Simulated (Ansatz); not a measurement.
A scan (energy against volume; even scaling of the relaxed cell, symmetry kept) gave these values. Calculation: r2SCAN (plane waves to 500 eV, PAW, scalar-relativistic; Ansatz, an electronic-structure program).

- Bulk modulus at fixed cell shape B₀ (third-order Birch-Murnaghan fit): 207 GPa
- Pressure derivative B₀′ (fit): 4.5
- Equilibrium volume of the fit: 11.40 Å³/atom

Question: Of these crystals, all scanned alike, which one is it?
A. Cd (hcp, Mg type)
B. TiO₂ (anatase)
C. ZnO (wurtzite)
D. Re (hcp, Mg type)

Answer: B, TiO₂ (anatase). The others have, for the bulk modulus at fixed cell shape: Re 387 GPa, Cd 57.3 GPa, ZnO 150 GPa

All were relaxed with their symmetry unable to fall. Re is run without spin polarisation. Spin-orbit coupling is left out. TiO2 is run without spin polarisation. With the shape held, the modulus is that of even scaling; a crystal free to change shape is softer.

(Under strain, the slope of the energy per volume gives the stress and its curvature an elastic modulus.)
